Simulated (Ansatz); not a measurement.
Here is the system:

Rh (fcc, Cu type)

```
CELL_PARAMETERS angstrom
      0.00000     1.90000     1.90000
      1.90000     0.00000     1.90000
      1.90000     1.90000     0.00000
ATOMIC_POSITIONS crystal
  Rh 0.00000 0.00000 0.00000
```

Equation-of-state scan: isotropic scaling of the cell above, V₀ being its volume. Symmetry pins the atoms to their sites.

Calculation: r2SCAN (plane waves to 500 eV, PAW, scalar-relativistic; Ansatz, an electronic-structure program). k mesh 22×22×22 (Γ-centred), Fermi-Dirac smearing 0.05 eV. Energies are smeared free energies. Compression counts positive. Rh is run without spin polarisation. Rh was relaxed with its symmetry unable to fall. ΔE is measured from the relaxed starting cell.

The scan covers V/V₀ from 0.940 to 1.060 in 11 points.

Problem. What pressure does the cell carry at V/V₀ = 0.940?

Solution. 20.5 GPa.

Problem. What is ΔE at V/V₀ = 1.060?

Solution. 38 meV/atom.

Problem. What is ΔE at V/V₀ = 0.940?

Solution. 49 meV/atom.

(A scan under strain: stresses follow from slopes of the energy per volume, elastic moduli from its curvatures.)
